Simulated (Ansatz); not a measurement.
From the elastic tensor of Fe5Co to moduli and sound speeds

All numbers below come from DFT PBE, scalar-relativistic, plane waves, PAW in Ansatz 0.2.0. Settings: 420 eV plane-wave cutoff, Γ-centred 14×14×6 mesh, Gaussian smearing of 0.20 eV. Collinear spin, site moments 2.4, 2.3, 2.4, 2.6, 2.6, 1.8 μB.

Space group P4/mmm (No. 123), tetragonal, a = 2.841 Å, c = 8.557 Å. Fe on a site of symmetry 4mm is surrounded by 8 Fe at 2.46–2.47 Å, 5 Fe at 2.84 Å and 1 Co at 2.86 Å; Fe on a site of symmetry 4/mmm has 8 Fe at 2.46 Å and 6 Fe at 2.84–2.86 Å; around Fe on a second site of symmetry 4mm lie 4 Co at 2.46 Å, 4 Fe at 2.47 Å and 6 Fe at 2.84–2.86 Å; around Co lie 8 Fe at 2.46 Å, 4 Co at 2.84 Å and 2 Fe at 2.86 Å.

The structure comes from a generated guess, relaxed at this level; another structure or a mixture of phases may lie lower. In a metal, frequencies and elastic constants depend on the k mesh and the smearing, soft modes and shear constants most.

Relaxed-ion constants (GPa, on the Cartesian axes of the calculation):
```
258.4 142.0 137.7   0.0   0.0   0.0
142.0 258.4 137.7   0.0   0.0   0.0
137.7 137.7 250.8   0.0   0.0   0.0
  0.0   0.0   0.0 108.5   0.0   0.0
  0.0   0.0   0.0   0.0 108.5   0.0
  0.0   0.0   0.0   0.0   0.0 113.7
```

Density 8.129 g/cm³; 6 atoms in 69.07 Å³.

With S = C⁻¹: B_V = (C11+C22+C33+2(C12+C13+C23))/9, G_V = (C11+C22+C33−C12−C13−C23+3(C44+C55+C66))/15, 1/B_R = S11+S22+S33+2(S12+S13+S23), 15/G_R = 4(S11+S22+S33−S12−S13−S23)+3(S44+S55+S66); Hill is their mean. Then v_l = √((B+4G/3)/ρ), v_t = √(G/ρ), v_m = [(2/v_t³+1/v_l³)/3]^(−1/3) and Θ = (ħ/k_B)·v_m·(6π²n/V)^(1/3) for n atoms in the volume V; E = 9BG/(3B+G), ν = (3B−2G)/(2(3B+G)) and A^U = 5G_V/G_R + B_V/B_R − 6.

```
Bulk modulus, Voigt / Reuss / Hill          : 178.1 / 178.0 / 178.0 GPa
Shear modulus, Voigt / Reuss / Hill         : 89.5 / 81.3 / 85.4 GPa
Young's modulus                             : 221 GPa
Poisson ratio                               : 0.293
Pugh ratio B/G                              : 2.08 (over 1.75, the rule of thumb for ductile)
Universal anisotropy index                  : 0.50
Longitudinal and transverse sound speeds    : 5992 and 3241 m/s
Debye temperature from the mean sound speed : 477 K
```
